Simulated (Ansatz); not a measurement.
The cell is COD entry 1510013, as deposited and not checked against the literature; nothing was relaxed. The listed cell was then made from it by scaling, straining or moving an atom.

An input for InAg3: DFT, PBEsol, all-electron PAW with datasets made for the crystal, scalar-relativistic (Ansatz 0.2.0).

Command: `ansatz run input.yaml --threads 1 --pin off --max-ram 4096MiB --backend cpu --events-out ev --progress --plain --runs-dir out` The run took 29 s on 1 thread of Arm Neoverse V2, on a shared host, peak memory 0.75 GiB.

```yaml
crystal:
  lattice:
    - [4.144, 0.02072, 0.02072]
    - [0.02072, 4.144, 0.02072]
    - [0.02072, 0.02072, 4.144]
  atoms:
    - { symbol: In, position: [0.0, 0.0, 0.0] }
    - { symbol: Ag, position: [0.0, 0.5, 0.5] }
    - { symbol: Ag, position: [0.5, 0.0, 0.5] }
    - { symbol: Ag, position: [0.5, 0.5, 0.0] }
kpoints:
  mp_grid: { grid: [9, 9, 9] }
scf:
  occupations: { method: fermi_dirac, width: 0.05 }
hamiltonian:
  xc: pbesol
  pseudopotentials: { kind: all_electron, datasets: crystal }
output:
  forces: true
  stress: true
  eigenvalues: true
  efg: { contact_densities: true }
```

Set-up and iterations as logged by Ansatz (the results part is left out, to be predicted):

```
hamiltonian.pseudopotentials.datasets: crystal makes datasets for this crystal and solves the spheres of its atoms anew in each pass: cutoff 260.0 eV, the density's 1040.0 eV; for an error of 0.50 meV an atom under PBE, 2.0 meV for the cell; an energy difference from a run of another recipe may be off by several times the error for the cell, under r2SCAN by more, where some 0.1 meV an atom stays at smaller errors; Ag in spheres of 1.376 Å, 11 of its electrons in bands; In in spheres of 1.376 Å, 13 of its electrons in bands
band count auto-derived: 29 (N_el = 46.0; filled up to band 23; 28 by the electrons, moments and atoms)
Engine: ansatz 0.2.0
Pseudopotentials: kind: all_electron
Pseudopotential: In, paw, valence charge 13, recommended cutoff 260 eV (normal), Koelling and Harmon's equation, gaussian nucleus
Pseudopotential: Ag, paw, valence charge 11, recommended cutoff 260 eV (normal), Koelling and Harmon's equation, gaussian nucleus
Functional definition: PBEsol
  exchange = pbesol_x
  correlation = pbesol_c
Crystal: 4 atoms, lattice volume = 71.158 Å³
Basis set: ecut = 260 eV, 703 PW (Γ), exchange–correlation on 48×48×48 points (8 copies of the dense FFT grid, shifted against one another)
Bands: 29, of which v1, the nominal top of the filled ones, is band 23 counted from 1 (22 counted from 0)
Symmetry: 12 space group operations
Space group: R-3m (ITA 166), of the structure as read, at distance tolerance 4.1e-5 Å
k-points: 85 of 729
Non-local potential: In, projectors of the file, l = 0: 1, l = 1: 1, l = 2: 2
Non-local potential: Ag, projectors of the file, l = 0: 1, l = 1: 1, l = 2: 2
PAW form: soft (Blöchl's): semilocal exchange-correlation on the pseudo side does not see the compensation charge
PAW one-centre angular grid: In, 590 points (default); XC on its mesh's 1869 points in the sphere
PAW one-centre angular grid: Ag, 590 points (default); XC on its mesh's 1875 points in the sphere
Initial density: superposition of atomic densities (neutral atoms: chi_scale 0, normalization atom)
Initial wavefunctions: pseudopotential atomic-orbital guess
Functional: x = pbesol(κ = 0.804, μ = 0.12345679012345678), c = pbesol(β = 0.046)
iter 1 solved again at ethr=1.23e-2 eV; its pass at ethr=1.00e-1 eV (dr2=5.68e0 eV) is discarded
SCF iter   1: F=—  HF=-593739.277262 eV  |F-HF|=—  |Δ(HF+E_count)|=         —  Δρ=8.52e-2  dr2=5.60e0  ethr=1.23e-2  ⟨swp⟩=2.3  Hψ=12115  notcnv=0
SCF iter   2: F=—  HF=-593738.293653 eV  |F-HF|=—  |Δ(HF+E_count)|=   9.84e-1  Δρ=4.17e-2  dr2=1.42e0  ethr=1.22e-2  ⟨swp⟩=2.0  Hψ=4930  notcnv=0
iter 3 solved again at ethr=7.42e-5 eV; its pass at ethr=3.09e-3 eV (dr2=3.41e-2 eV) is discarded
SCF iter   3: F=—  HF=-593737.729981 eV  |F-HF|=—  |Δ(HF+E_count)|=   5.64e-1  Δρ=6.88e-3  dr2=3.29e-2  ethr=7.42e-5  ⟨swp⟩=3.1  Hψ=11151  notcnv=0  defer=5
SCF iter   4: F=—  HF=-593737.801968 eV  |F-HF|=—  |Δ(HF+E_count)|=   7.20e-2  Δρ=6.81e-3  dr2=2.54e-2  ethr=7.15e-5  ⟨swp⟩=3.2  Hψ=6561  notcnv=0  defer=3
SCF iter   5: F=—  HF=-593737.808327 eV  |F-HF|=—  |Δ(HF+E_count)|=   6.36e-3  Δρ=7.38e-4  dr2=4.27e-4  ethr=5.51e-5  ⟨swp⟩=3.1  Hψ=5336  notcnv=0  defer=3
SCF iter   6: F=—  HF=-593737.812349 eV  |F-HF|=—  |Δ(HF+E_count)|=   4.02e-3  Δρ=3.83e-4  dr2=1.38e-4  ethr=9.29e-7  ⟨swp⟩=3.0  Hψ=5716  notcnv=0  defer=3
SCF iter   7: F=—  HF=-593737.812322 eV  |F-HF|=—  |Δ(HF+E_count)|=   2.69e-5  Δρ=1.42e-4  dr2=1.23e-5  ethr=2.99e-7  ⟨swp⟩=3.0  Hψ=5064  notcnv=0
SCF iter   8: F=—  HF=-593737.812317 eV  |F-HF|=—  |Δ(HF+E_count)|=   5.37e-6  Δρ=6.95e-5  dr2=4.04e-6  ethr=2.67e-8  ⟨swp⟩=3.0  Hψ=5092  notcnv=0
SCF iter   9: F=—  HF=-593737.812315 eV  |F-HF|=—  |Δ(HF+E_count)|=   1.19e-6  Δρ=1.52e-5  dr2=2.06e-7  ethr=8.79e-9  ⟨swp⟩=3.0  Hψ=5331  notcnv=0
SCF iter  10: F=-593737.812315 eV  HF=-593737.812315 eV  |F-HF|=4.89e-9  |Δ(HF+E_count)|=   4.66e-9  Δρ=2.82e-6  dr2=7.31e-9  ethr=4.49e-10  ⟨swp⟩=3.0  Hψ=5183  notcnv=0
```

Task: What pressure will this run report?

Result: -0.27 GPa (positive in compression).
